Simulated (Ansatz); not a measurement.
A relaxation computed with Ansatz, from input to last step.

```yaml
crystal:
  lattice:
    - [5.334065857, 0.0, 0.0]
    - [-2.6670329285, 4.6194365377, 0.0]
    - [0.0, 0.0, 10.6782494061]
  atoms:
    - { symbol: Ta, position: [0.3333333333, 0.6666666667, 0.0] }
    - { symbol: Ta, position: [0.6666666667, 0.3333333333, 0.5] }
    - { symbol: Ta, position: [0.6666666667, 0.3333333333, 0.0] }
    - { symbol: Ta, position: [0.3333333333, 0.6666666667, 0.5] }
    - { symbol: Ta, position: [0.3233169394, 0.0, 0.25] }
    - { symbol: Ta, position: [0.3233169394, 0.3233169394, 0.75] }
    - { symbol: Ta, position: [0.0, 0.3233169394, 0.25] }
    - { symbol: Ta, position: [0.6766830606, 0.0, 0.75] }
    - { symbol: Ta, position: [0.6766830606, 0.6766830606, 0.25] }
    - { symbol: Ta, position: [0.0, 0.6766830606, 0.75] }
    - { symbol: "N", position: [0.3443148768, 0.0, 0.623075821] }
    - { symbol: "N", position: [0.3443148768, 0.3443148768, 0.123075821] }
    - { symbol: "N", position: [0.0, 0.3443148768, 0.623075821] }
    - { symbol: "N", position: [0.6556851232, 0.0, 0.123075821] }
    - { symbol: "N", position: [0.6556851232, 0.6556851232, 0.623075821] }
    - { symbol: "N", position: [0.0, 0.6556851232, 0.123075821] }
    - { symbol: "N", position: [0.0, 0.6556851232, 0.376924179] }
    - { symbol: "N", position: [0.6556851232, 0.6556851232, 0.876924179] }
    - { symbol: "N", position: [0.6556851232, 0.0, 0.376924179] }
    - { symbol: "N", position: [0.0, 0.3443148768, 0.876924179] }
    - { symbol: "N", position: [0.3443148768, 0.3443148768, 0.376924179] }
    - { symbol: "N", position: [0.3443148768, 0.0, 0.876924179] }
basis:
  ecutwfc: 420
kpoints:
  mp_grid: { grid: [12, 12, 4] }
hamiltonian:
  xc: pbesol
scf:
  occupations: { method: gaussian, width: 0.1 }
output:
  forces: true
  stress: true
  eigenvalues: true
  write_density: true
  write_potential: true
  elf: true
  volumetric_format: npy
relax:
  adjacent_minimum: "off"
  f_tol: 0.01
  max_steps: 30
  cell: { stress_tol: 0.1, fix: [volume] }
```

```bash
ansatz run input.yaml --threads 4 --pin off --max-ram 10240MiB --backend cpu --events-out ev --progress --plain --runs-dir out
```

All numbers below come from DFT PBEsol, scalar-relativistic, plane waves, PAW (Ansatz 0.2.0).

The volume is held at 1.1 times that of the relaxed cell.

Of 6 frames 5 are shown, positions in Å and forces in eV/Å; the SCF threshold varies from step to step. Steps run on the plane waves of an earlier cell, with a Pulay correction in the pressure. The basis is chosen afresh for the last frame, the zero of the energies, and at times for earlier ones too; energy and pressure can step there, also at an unchanged geometry. Where two frames share a geometry here, they differ by under 2 meV/atom and 0.3 GPa.

```xyz
22
Lattice="5.3341 0.0000 0.0000 -2.6670 4.6194 0.0000 0.0000 0.0000 10.6782" Properties=species:S:1:pos:R:3:forces:R:3 pbc="T T T" step=1 free_energy_over_end_meV_per_atom=1.36 pressure_GPa=-25.16
Ta    0.0000    3.0796    0.0000    0.0000    0.0000    0.0000
Ta    2.6670    1.5398    5.3391    0.0000    0.0000    0.0000
Ta    2.6670    1.5398    0.0000    0.0000    0.0000    0.0000
Ta    0.0000    3.0796    5.3391    0.0000    0.0000    0.0000
Ta    1.7246    0.0000    2.6696    0.0137    0.0000    0.0000
Ta    0.8623    1.4935    8.0087    0.0069    0.0119    0.0000
Ta   -0.8623    1.4935    2.6696   -0.0069    0.0119    0.0000
Ta    3.6095    0.0000    8.0087   -0.0137    0.0000    0.0000
Ta    1.8047    3.1259    2.6696   -0.0069   -0.0119    0.0000
Ta   -1.8047    3.1259    8.0087    0.0069   -0.0119    0.0000
N     1.8366    0.0000    6.6534    0.2302    0.0000    0.0803
N     0.9183    1.5905    1.3142    0.1151    0.1994    0.0803
N    -0.9183    1.5905    6.6534   -0.1151    0.1994    0.0803
N     3.4975    0.0000    1.3142   -0.2302    0.0000    0.0803
N     1.7487    3.0289    6.6534   -0.1151   -0.1994    0.0803
N    -1.7487    3.0289    1.3142    0.1151   -0.1994    0.0803
N    -1.7487    3.0289    4.0249    0.1151   -0.1994   -0.0803
N     1.7487    3.0289    9.3640   -0.1151   -0.1994   -0.0803
N     3.4975    0.0000    4.0249   -0.2302    0.0000   -0.0803
N    -0.9183    1.5905    9.3640   -0.1151    0.1994   -0.0803
N     0.9183    1.5905    4.0249    0.1151    0.1994   -0.0803
N     1.8366    0.0000    9.3640    0.2302    0.0000   -0.0803
22
Lattice="5.3380 0.0000 0.0000 -2.6690 4.6229 0.0000 0.0000 0.0000 10.6624" Properties=species:S:1:pos:R:3:forces:R:3 pbc="T T T" step=2 free_energy_over_end_meV_per_atom=1.09 pressure_GPa=-23.68
Ta    0.0000    3.0819    0.0000    0.0000    0.0000    0.0000
Ta    2.6690    1.5410    5.3312    0.0000    0.0000    0.0000
Ta    2.6690    1.5410    0.0000    0.0000    0.0000    0.0000
Ta    0.0000    3.0819    5.3312    0.0000    0.0000    0.0000
Ta    1.7059    0.0000    2.6656    0.3564    0.0000    0.0000
Ta    0.8530    1.4774    7.9968    0.1782    0.3087    0.0000
Ta   -0.8530    1.4774    2.6656   -0.1782    0.3087    0.0000
Ta    3.6321    0.0000    7.9968   -0.3564    0.0000    0.0000
Ta    1.8160    3.1455    2.6656   -0.1782   -0.3087    0.0000
Ta   -1.8160    3.1455    7.9968    0.1782   -0.3087    0.0000
N     1.8672    0.0000    6.6545   -0.0728    0.0000   -0.0715
N     0.9336    1.6170    1.3233   -0.0364   -0.0630   -0.0715
N    -0.9336    1.6170    6.6545    0.0364   -0.0630   -0.0715
N     3.4708    0.0000    1.3233    0.0728    0.0000   -0.0715
N     1.7354    3.0058    6.6545    0.0364    0.0630   -0.0715
N    -1.7354    3.0058    1.3233   -0.0364    0.0630   -0.0715
N    -1.7354    3.0058    4.0079   -0.0364    0.0630    0.0715
N     1.7354    3.0058    9.3391    0.0364    0.0630    0.0715
N     3.4708    0.0000    4.0079    0.0728    0.0000    0.0715
N    -0.9336    1.6170    9.3391    0.0364   -0.0630    0.0715
N     0.9336    1.6170    4.0079   -0.0364   -0.0630    0.0715
N     1.8672    0.0000    9.3391   -0.0728    0.0000    0.0715
22
Lattice="5.3352 0.0000 0.0000 -2.6676 4.6205 0.0000 0.0000 0.0000 10.6735" Properties=species:S:1:pos:R:3:forces:R:3 pbc="T T T" step=3 free_energy_over_end_meV_per_atom=0.04 pressure_GPa=-24.11
Ta    0.0000    3.0803    0.0000    0.0000    0.0000    0.0000
Ta    2.6676    1.5402    5.3368    0.0000    0.0000    0.0000
Ta    2.6676    1.5402    0.0000    0.0000    0.0000    0.0000
Ta    0.0000    3.0803    5.3368    0.0000    0.0000    0.0000
Ta    1.7240    0.0000    2.6684   -0.0797    0.0000    0.0000
Ta    0.8620    1.4930    8.0051   -0.0398   -0.0690    0.0000
Ta   -0.8620    1.4930    2.6684    0.0398   -0.0690    0.0000
Ta    3.6113    0.0000    8.0051    0.0797    0.0000    0.0000
Ta    1.8056    3.1275    2.6684    0.0398    0.0690    0.0000
Ta   -1.8056    3.1275    8.0051   -0.0398    0.0690    0.0000
N     1.8579    0.0000    6.6569   -0.0282    0.0000    0.0030
N     0.9289    1.6090    1.3201   -0.0141   -0.0244    0.0030
N    -0.9289    1.6090    6.6569    0.0141   -0.0244    0.0030
N     3.4774    0.0000    1.3201    0.0282    0.0000    0.0030
N     1.7387    3.0115    6.6569    0.0141    0.0244    0.0030
N    -1.7387    3.0115    1.3201   -0.0141    0.0244    0.0030
N    -1.7387    3.0115    4.0166   -0.0141    0.0244   -0.0030
N     1.7387    3.0115    9.3534    0.0141    0.0244   -0.0030
N     3.4774    0.0000    4.0166    0.0282    0.0000   -0.0030
N    -0.9289    1.6090    9.3534    0.0141   -0.0244   -0.0030
N     0.9289    1.6090    4.0166   -0.0141   -0.0244   -0.0030
N     1.8579    0.0000    9.3534   -0.0282    0.0000   -0.0030
22
Lattice="5.3335 0.0000 0.0000 -2.6668 4.6190 0.0000 0.0000 0.0000 10.6805" Properties=species:S:1:pos:R:3:forces:R:3 pbc="T T T" step=4 free_energy_over_end_meV_per_atom=0.00 pressure_GPa=-24.18
Ta    0.0000    3.0793    0.0000    0.0000    0.0000    0.0000
Ta    2.6668    1.5397    5.3402    0.0000    0.0000    0.0000
Ta    2.6668    1.5397    0.0000    0.0000    0.0000    0.0000
Ta    0.0000    3.0793    5.3402    0.0000    0.0000    0.0000
Ta    1.7207    0.0000    2.6701    0.0021    0.0000    0.0000
Ta    0.8604    1.4902    8.0104    0.0011    0.0018    0.0000
Ta   -0.8604    1.4902    2.6701   -0.0011    0.0018    0.0000
Ta    3.6128    0.0000    8.0104   -0.0021    0.0000    0.0000
Ta    1.8064    3.1288    2.6701   -0.0011   -0.0018    0.0000
Ta   -1.8064    3.1288    8.0104    0.0011   -0.0018    0.0000
N     1.8559    0.0000    6.6613   -0.0017    0.0000    0.0034
N     0.9279    1.6072    1.3210   -0.0008   -0.0014    0.0034
N    -0.9279    1.6072    6.6613    0.0008   -0.0014    0.0034
N     3.4777    0.0000    1.3210    0.0017    0.0000    0.0034
N     1.7388    3.0117    6.6613    0.0008    0.0014    0.0034
N    -1.7388    3.0117    1.3210   -0.0008    0.0014    0.0034
N    -1.7388    3.0117    4.0192   -0.0008    0.0014   -0.0034
N     1.7388    3.0117    9.3594    0.0008    0.0014   -0.0034
N     3.4777    0.0000    4.0192    0.0017    0.0000   -0.0034
N    -0.9279    1.6072    9.3594    0.0008   -0.0014   -0.0034
N     0.9279    1.6072    4.0192   -0.0008   -0.0014   -0.0034
N     1.8559    0.0000    9.3594   -0.0017    0.0000   -0.0034
22
Lattice="5.3348 0.0000 0.0000 -2.6674 4.6200 0.0000 0.0000 0.0000 10.6754" Properties=species:S:1:pos:R:3:forces:R:3 pbc="T T T" step=6 free_energy_over_end_meV_per_atom=0.00 pressure_GPa=-24.19
Ta    0.0000    3.0800    0.0000    0.0000    0.0000    0.0000
Ta    2.6674    1.5400    5.3377    0.0000    0.0000    0.0000
Ta    2.6674    1.5400    0.0000    0.0000    0.0000    0.0000
Ta    0.0000    3.0800    5.3377    0.0000    0.0000    0.0000
Ta    1.7210    0.0000    2.6689    0.0030    0.0000    0.0000
Ta    0.8605    1.4904    8.0066    0.0015    0.0026    0.0000
Ta   -0.8605    1.4904    2.6689   -0.0015    0.0026    0.0000
Ta    3.6138    0.0000    8.0066   -0.0030    0.0000    0.0000
Ta    1.8069    3.1296    2.6689   -0.0015   -0.0026    0.0000
Ta   -1.8069    3.1296    8.0066    0.0015   -0.0026    0.0000
N     1.8561    0.0000    6.6582    0.0010    0.0000   -0.0007
N     0.9281    1.6075    1.3205    0.0005    0.0009   -0.0007
N    -0.9281    1.6075    6.6582   -0.0005    0.0009   -0.0007
N     3.4786    0.0000    1.3205   -0.0010    0.0000   -0.0007
N     1.7393    3.0126    6.6582   -0.0005   -0.0009   -0.0007
N    -1.7393    3.0126    1.3205    0.0005   -0.0009   -0.0007
N    -1.7393    3.0126    4.0172    0.0005   -0.0009    0.0007
N     1.7393    3.0126    9.3549   -0.0005   -0.0009    0.0007
N     3.4786    0.0000    4.0172   -0.0010    0.0000    0.0007
N    -0.9281    1.6075    9.3549   -0.0005    0.0009    0.0007
N     0.9281    1.6075    4.0172    0.0005    0.0009    0.0007
N     1.8561    0.0000    9.3549    0.0010    0.0000    0.0007
```

It took 5.9 min on 4 threads of AMD EPYC (Zen 3) (shared host), peak memory 1.8 GiB.

Spin–orbit coupling is left out, which can shift energies with elements as heavy as these.